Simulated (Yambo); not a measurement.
Quantum ESPRESSO input (PBEsol, PseudoDojo standard norm-conserving files, scalar-relativistic) whose wavefunctions are converted with p2y:

```
&CONTROL
  calculation = 'nscf'
  pseudo_dir = './pseudo'
  outdir = './out'
/
&SYSTEM
  ibrav = 0
  nat = 12
  ntyp = 3
  ecutwfc = 76.0
  ecutrho = 304.0
  occupations = 'fixed'
  force_symmorphic = .true.
  nbnd = 200
/
&ELECTRONS
  conv_thr = 1.2000000000000002e-08
  diago_full_acc = .true.
  diago_thr_init = 1e-08
/
ATOMIC_SPECIES
H 1.0080 H.upf
Li 6.9400 Li.upf
B 10.8100 B.upf
CELL_PARAMETERS angstrom
  4.202779893000   0.000000000000   0.000000000000
 -2.101389947000   3.639714154000   0.000000000000
  0.000000000000   0.000000000000   7.420120000000
ATOMIC_POSITIONS crystal
H   0.333333333000   0.666666667000   0.371280000000
H   0.666666667000   0.333333333000   0.871280000000
H   0.175159500000   0.350319000000   0.591380000000
H   0.824840500000   0.175159500000   0.091380000000
H   0.649681000000   0.824840500000   0.591380000000
H   0.824840500000   0.649681000000   0.091380000000
H   0.175159500000   0.824840500000   0.591380000000
H   0.350319000000   0.175159500000   0.091380000000
Li   0.333333333000   0.666666667000   0.113950000000
Li   0.666666667000   0.333333333000   0.613950000000
B   0.333333333000   0.666666667000   0.535600000000
B   0.666666667000   0.333333333000   0.035600000000
K_POINTS automatic
3 3 1 0 0 0
```

Yambo's initialisation report on symmetry, reciprocal space, the k grid and the gaps on this mesh:

```
  [02.02] Symmetries
  ==================

  Inversion symmetry    : yes
  Spatial inversion     : no
  Inversion index       :   7
  K-space Time-reversal : yes
  Magnetic symmetries   : no
  Time-reversal derived K-space symmetries:   7  12
  Group table correct   : yes
  Symmetries units      :  [cc]

  [02.03] Reciprocal space
  ========================

  nG shells         :  3084
  nG charge         :   68561
  nG WFs            :  10110
  nC WFs            :   8583
  G-vecs. in first 80 shells:  [ Number ]
     1    3    5   11   23   35   37   43   55
    67   69   81   87   99  111  123  135  137
   149  161  173  185  209  221  245  247  253
    265   289   301   313   325   337   361   373   385
    387   393   405   417   429   441   453   465   489
    513   537   549   561   573   597   599   623   635
    647   653   665   677   701   713   725   737   749
    761   785   797   821   845   857   859   871   895
    907   919   931   943   967   991  1015  1039
  ...
  Shell energy in first 80 shells:  [ mHa ]
    0.00000      100.395      401.578      417.251      517.646      818.829      903.551      1251.75      1320.80
    1352.15      1606.31      1653.33      1669.00      1769.40      2023.56      2070.58      2155.30      2509.86
    2572.56      2858.07      2920.76      2927.11      3021.15      3275.32      3322.34      3614.20      3755.26
    3761.62      3824.31      3855.65      4031.45      4156.84      4178.87      4527.07      4658.81      4865.96
    4919.33      5007.01      5107.41      5283.21      5336.58      5361.57      5408.59      5424.26      5430.62
    5524.66      5825.84      5910.56      6171.09      6265.12      6327.81      6425.25      6534.96      6588.34
    6613.33      6676.02      6776.41      6842.50      7030.58      7077.60      7369.46      7516.88      7579.57
    7677.00      7840.09      7927.77      7934.13      8028.16      8094.26      8131.96      8282.33      8329.35
    8549.21      8621.22      8674.59      8762.27      8831.32      8862.67      9038.47      9163.85
  ...

  [02.04] K-grid lattice
  ======================

  Compatible Grid is   : 2D
  Base K vectors       :  K_min[ 1 ]  K_min[ 2 ]  K_min[ 3 ]
  K_min[ 1 ] : -0.33333      0.65799E-10   0.0000     [rlu]
  K_min[ 2 ] :  0.54409E-16 -0.33333       0.0000     [rlu]
  Grid dimensions      :  3  3
  K lattice UC volume  :  0.035982 [a.u.]

  IBZ K-points                                      :  3
  BZ  K-points                                      :   9

  K/Q-points units:
  rlu = crystal or reduced units; cc = cartesian coordinates; iku = interal k-units

  K [1]          [rlu]:  0.000000  0.000000  0.000000
         WF components:   8547
  K [2]          [rlu]:  0.000000  0.333333  0.000000
         WF components:   8579
  K [3]          [rlu]:  0.333333  0.333333  0.000000
         WF components:   8583

  [02.05] Energies & Occupations
  ==============================

  [X] === General ===
  [X] Electronic Temperature                        :  0.000000  0.000000 [eV K]
  [X] Bosonic    Temperature                        :  0.000000  0.000000 [eV K]
  [X] Finite Temperature mode                       : no
  [X] El. density                                   :  0.17620E+24 [cm-3]
  [X] Fermi Level                                   : -2.926617 [eV]

  [X] === Gaps and Widths ===
  [X] Conduction Band Min                           :  6.743653 [eV]
  [X] Valence Band Max                              :  0.000000 [eV]
  [X] Filled Bands                                  :  10
  [X] Empty Bands                                   :   11  200
  [X] Direct Gap                                    :  6.743653 [eV]
  [X] Direct Gap localized at k                     :  1
  [X] Indirect Gap                                  :  6.743653 [eV]
  [X] Indirect Gap between kpts                     :  1  1
  [X] Last valence band width                       :  0.522820 [eV]
  [X] 1st conduction band width                     :  0.589619 [eV]
```
The gaps are PBEsol values on this mesh alone; only operations without fractional translations are kept.

Geometry of the Materials Project entry, not relaxed at this level.
